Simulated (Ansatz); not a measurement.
Be$_{2}$C (fluorite or antifluorite type, space group No. 225), LDA (plane waves, PAW; program Ansatz). The conduction-band minimum lies at X, with 3 equivalent valleys. Second derivatives d²E/dk² of the lowest band at one valley (eV·Å²), along Cartesian directions:

| direction | d²E/dk² |
|---|---|
| [100] | 10.74 |
| [010] | 32.46 |
| [001] | 32.46 |
| [110] | 21.60 |
| [101] | 21.60 |
| [011] | 32.45 |

Find the principal effective masses, the density-of-states mass and the conductivity mass.

Off-diagonal terms follow from H_xy = H[110] − (H_xx + H_yy)/2, and m*/mₑ = 7.620 eV·Å² over each eigenvalue: 0.23, 0.23, 0.71. One valley's DOS mass (m₁m₂m₃)^(1/3) = 0.34, conductivity mass 3/(Σ 1/mᵢ) = 0.30 mₑ.

What effective density of states Nc follows at 300 K for parabolic valleys?

Nc = 2.509e19 × 3 × (0.34)^(3/2) ≈ 1.5e19 cm⁻³.

With the computed static dielectric constant 14.0 (mean of the diagonal), estimate a hydrogenic donor's binding energy and radius.

E = 13.606 eV × 0.30/14.0² ≈ 21 meV; a = 0.529 Å × ε/m* ≈ 25 Å. Semilocal masses tend to be too small when the gap is underestimated.

Space group Fm-3m (fluorite or antifluorite type). The cell was relaxed with LDA under the symmetry of its start.

Potentials: the earlier of the program's two PAW sets. The files were generated under PBE; for other functionals the program regenerates the frozen cores, and for LDA and PBEsol the local potential too.
